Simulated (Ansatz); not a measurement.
Sn:
```
CELL_PARAMETERS angstrom
      0.00000     3.23687     3.23687
      3.23687     0.00000     3.23687
      3.23687     3.23687     0.00000
ATOMIC_POSITIONS crystal
  Sn 0.50000 0.50000 0.50000
  Sn 0.75000 0.75000 0.75000
```

Relaxed with LDA. Special points in fractions of this cell's reciprocal vectors: Γ (0.000, 0.000, 0.000); X (0.500, 0.000, 0.500); U (0.625, 0.250, 0.625); K (0.375, 0.375, 0.750); L (0.500, 0.500, 0.500); W (0.500, 0.250, 0.750).

Q: List the band energies nearest the Fermi level at these points for plane-wave PAW LDA (Ansatz code).

A: In eV from the Fermi level; about four levels below and three above (degenerate sets whole), none deeper than 8.9 eV; points with the same levels are listed once.

```csv
k,below,above
Γ,-0.77,0.12 0.12 0.12
X,-7.57 -7.57 -2.45 -2.45,0.79 0.79 7.73 7.73
U,-7.98 -7.08 -3.38 -2.09,1.07 3.36 5.74
L,-6.35 -1.09 -1.09 -0.08,3.27 3.27 5.57
W,-7.51 -7.51 -3.04 -3.04,3.41 3.41 4.04 4.04
```

Space group Fd-3m (diamond). This is a known low-temperature phase of the composition, computed here at zero pressure and temperature. The LDA relaxation kept the symmetry of its start; phonons on a q-mesh show no instability. Scalar-relativistic: spin–orbit coupling is off unless named, which matters more the heavier the elements.

Potentials: the earlier of the program's two PAW sets.
